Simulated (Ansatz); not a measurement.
The guess for Li3SF was made by a generator: antiperovskite family, AX3 layers stacked AB (P6_3/mmc, No. 194) (A site S; B site F; X site Li). Its size is a rough estimate.

```
CELL_PARAMETERS angstrom
5.60340 0.00000 0.00000
-2.80170 4.85269 0.00000
0.00000 0.00000 4.70686
ATOMIC_POSITIONS crystal
Li 0.83333 0.66667 0.75000
Li 0.33333 0.16667 0.75000
Li 0.83333 0.16667 0.75000
Li 0.16667 0.33333 0.25000
Li 0.66667 0.83333 0.25000
Li 0.16667 0.83333 0.25000
S 0.33333 0.66667 0.75000
S 0.66667 0.33333 0.25000
F 0.00000 0.00000 0.00000
F 0.00000 0.00000 0.50000
```

The calculation used Ansatz, DFT PBE, scalar-relativistic, plane waves, PAW. Cutoff 420 eV, Gaussian smearing, Γ-centred meshes. Cell and atoms relax on a converged mesh. The steps can't lower the symmetry of their start. No spin polarisation.

A guess keeps its type if space group and coordination stay and the shape of the cell changes little (axis ratios within about 15 %, angles within 6°); the volume may change.

Problem. Does it keep its structure type, or change into something else?

Solution. It keeps its type. The symmetry stays P6_3/mmc (No. 194). The volume per atom shrinks by 5.7 %, from 12.8 to 12.1 Å³. The shortest distance goes from 2.00 Å (Li–F) to 1.94 Å (Li–F). The ratio c/a of the conventional cell changes by a factor of 1.04. Counting neighbours within 15 % of an atom's shortest distance, the start has F 6, Li 2, S 12 and the end F 6, Li 2, S 12.

The last run used a 6×6×6 mesh for its 10-atom cell and Gaussian smearing of 0.02 eV. Symmetry constrained the relaxation, so the result can be a saddle point.
